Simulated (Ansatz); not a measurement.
## Property card for Ni

Ni:
```cif
data_Ni
_chemical_formula_sum 'Ni1'
_space_group_name_H-M_alt 'P 1'
_space_group_IT_number 1
_cell_length_a 2.38671
_cell_length_b 2.38671
_cell_length_c 2.38671
_cell_angle_alpha 109.471
_cell_angle_beta 109.471
_cell_angle_gamma 109.471
loop_
_space_group_symop_operation_xyz
  'x, y, z'
loop_
_atom_site_label
_atom_site_type_symbol
_atom_site_fract_x
_atom_site_fract_y
_atom_site_fract_z
_atom_site_occupancy
Ni1 Ni 0.00000 0.00000 0.00000 1
```
The run is spin-polarised; directions of the spins, atom by atom: ↑.

Space group Im-3m (No. 229), bcc (W type); conventional cell a = 2.756 Å, b = 2.756 Å, c = 2.756 Å, α = 90.00°, β = 90.00°, γ = 90.00°.

Method: PBEsol in the plane-wave PAW code Ansatz. Geometry: relaxed at this level of theory. Other levels are named where they apply.

### Cell and energy

- Volume per atom = 10.47 Å³
- Density = 9.31 g/cm³

### Electronic structure

- Electronic character: metallic (no gap)
- Density of states at the Fermi level: 1.4 states/eV per atom (mean over ±0.08 eV)

### Magnetism

- Magnetic order = ferromagnetic
- Net moment = 0.53 μB per atom

### Mechanics

- Bulk modulus (Birch–Murnaghan fit) = 2180 kbar
- Pressure derivative B′ = 4.2
- Elastic constants (relaxed ions, GPa) = C11 = 165, C12 = 245, C44 = 169
- Mechanical stability = unstable (C has a negative eigenvalue)

The workflow started from a Materials Project entry (that database holds measured and hypothetical structures alike); the Crystallography Open Database copy checked does not list it. It is not the phase usual at ambient conditions (space group No. 225). Symmetry was held in the PBEsol relaxation. Spin order of the final state: ferromagnetic, chosen from 3 collinear starts compared on coarse meshes (ties went to the first, and starts can fall back to one state), not a proven ground state. As this level gives no gap, shear constants depend on the k-mesh and smearing (Fermi–Dirac, 0.1 eV here).

Potentials: the earlier of the program's two PAW sets. The files were generated under PBE; for other functionals the program regenerates the frozen cores, and for LDA and PBEsol the local potential too.
